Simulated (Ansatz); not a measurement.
The start is a generated trial cell of TiTe2 in the AFLOW prototype A2B_hP9_189_fg_bc (C22, as in Fe2P). Cell shape, volume and atoms are optimised at zero target pressure with r2SCAN (plane waves to 500 eV, PAW, scalar-relativistic; Ansatz, a quantum-chemistry and plane-wave program). The first steps use a coarse 4×4×5 k-mesh.

Initial structure:
```
TiTe2
1.0
    7.88775     0.00000     0.00000
   -3.94388     6.83099     0.00000
    0.00000     0.00000     4.61293
Te Ti
6 3
Direct
  0.25600   0.00000   0.00000
  0.00000   0.25600   0.00000
  0.74400   0.74400   0.00000
  0.58900   0.00000   0.50000
  0.00000   0.58900   0.50000
  0.41100   0.41100   0.50000
  0.00000   0.00000   0.50000
  0.33333   0.66667   0.00000
  0.66667   0.33333   0.00000
```

**Question.** How does the volume change?

**Answer.** -16.0 %, from 27.62 to 23.21 Å³/atom.

**Question.** How do the shortest distances between atoms change?

**Answer.** The closest pairs of elements (up to four, under 3.6 Å), start → end: Te–Ti 2.98 → 2.88 Å; Te–Te 3.50 → 3.30 Å.

**Question.** What does it relax into? Give the structure.

**Answer.** 
Space group P-62m (No. 189); a = b = 7.9098 Å, c = 3.8553 Å, α = β = 90.00°, γ = 120.00°

```
atom  site  symmetry       x       y       z
----  ----  --------  ------  ------  ------
Te      3f       m2m  0.2707  0.2707  0.0000
Te      3g       m2m  0.6094  0.6094  0.5000
Ti      1b      -62m  0.0000  0.0000  0.5000
Ti      2c      -6..  0.3333  0.6667  0.0000
```

The space group stays P-62m (No. 189) (the run could not lower it), with 9 atoms in the primitive cell. Final values are on a 7×7×12 k-mesh of the relaxed cell. No spin polarisation in the result.

The run could not lose the symmetry of its start; a randomly shaken copy of 9 atoms returns to this structure.

The relaxed structure here is a generated cell of TiTe2: the first start was made by placing the elements on the sites of a structure type, and the end was not matched to a known phase here, so it may be hypothetical. Known forms of TiTe2 include space group No. 164.
